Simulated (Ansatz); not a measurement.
**Pressure against volume: Ge**

```cif
data_structure
_symmetry_space_group_name_H-M 'P 1'
_symmetry_Int_Tables_number 1
_cell_length_a 3.9976
_cell_length_b 3.9976
_cell_length_c 6.5994
_cell_angle_alpha 90.000
_cell_angle_beta 90.000
_cell_angle_gamma 120.000
_cell_volume 91.33
loop_
_atom_site_label
_atom_site_type_symbol
_atom_site_fract_x
_atom_site_fract_y
_atom_site_fract_z
_atom_site_occupancy
Ge1 Ge 0.66667 0.33333 0.06290 1
Ge2 Ge 0.33333 0.66667 0.56290 1
Ge3 Ge 0.66667 0.33333 0.43710 1
Ge4 Ge 0.33333 0.66667 0.93710 1
```

The runs use the primitive cell with vectors (3.998, 0.000, 0.000), (-1.999, 3.462, 0.000), (0.000, 0.000, 6.599) Å, to which the k mesh refers.

Structure from Materials Project entry mp-1007760 (possibly hypothetical), not relaxed further.

Methods: DFT, PBEsol, all-electron LAPW, scalar-relativistic (Ansatz 0.2.0); DFT, PBEsol, PAW with Ansatz's default frozen-core files, scalar-relativistic (Ansatz 0.2.0).

For LAPW: a Γ-centred 11×11×6 k mesh, Fermi–Dirac smearing of 0.05 eV, basis error target 1 meV/atom, no spin polarisation. PAW takes a cutoff of 420 eV at this cell (files made with PBE, cores remade for this functional). The Ansatz runs share mesh, smearing and spin set-up. Plane-wave (PAW) pressures include the program's estimate of the Pulay term.

The cell above is scaled evenly, with fractional coordinates and shape held.

```json
{"V/V(cell)": "0.9400", "V (Å³/atom)": "21.463", "P, LAPW (GPa)": "4.76", "P, PAW (GPa)": "4.76", "free energy over the lowest listed, PAW (meV/atom)": "18.9"}
{"V/V(cell)": "0.9600", "V (Å³/atom)": "21.920", "P, LAPW (GPa)": "2.96", "P, PAW (GPa)": "2.96", "free energy over the lowest listed, PAW (meV/atom)": "7.9"}
{"V/V(cell)": "0.9800", "V (Å³/atom)": "22.377", "P, LAPW (GPa)": "1.35", "P, PAW (GPa)": "1.36", "free energy over the lowest listed, PAW (meV/atom)": "1.8"}
{"V/V(cell)": "0.9900", "V (Å³/atom)": "22.605", "P, LAPW (GPa)": "0.63", "P, PAW (GPa)": "0.63", "free energy over the lowest listed, PAW (meV/atom)": "0.4"}
{"V/V(cell)": "1.0000", "V (Å³/atom)": "22.833", "P, LAPW (GPa)": "-0.05", "P, PAW (GPa)": "-0.05", "free energy over the lowest listed, PAW (meV/atom)": "0.0"}
{"V/V(cell)": "1.0100", "V (Å³/atom)": "23.062", "P, LAPW (GPa)": "-0.70", "P, PAW (GPa)": "-0.70", "free energy over the lowest listed, PAW (meV/atom)": "0.5"}
{"V/V(cell)": "1.0200", "V (Å³/atom)": "23.290", "P, LAPW (GPa)": "-1.32", "P, PAW (GPa)": "-1.32", "free energy over the lowest listed, PAW (meV/atom)": "2.0"}
{"V/V(cell)": "1.0400", "V (Å³/atom)": "23.747", "P, LAPW (GPa)": "-2.46", "P, PAW (GPa)": "-2.46", "free energy over the lowest listed, PAW (meV/atom)": "7.4"}
{"V/V(cell)": "1.0600", "V (Å³/atom)": "24.203", "P, LAPW (GPa)": "-3.48", "P, PAW (GPa)": "-3.48", "free energy over the lowest listed, PAW (meV/atom)": "15.9"}
```

Question: What do Birch–Murnaghan fits to the pressures give?

Answer: LAPW: V0 = 22.81 Å³/atom, B0 = 67 GPa, B0′ = 4.7; PAW: V0 = 22.81 Å³/atom, B0 = 67 GPa, B0′ = 4.7.

PAW's V0 lies 0.00 % from the all-electron value and its B0 0.1 %. With shape and internal coordinates held, B0 is an upper bound to the relaxed modulus.
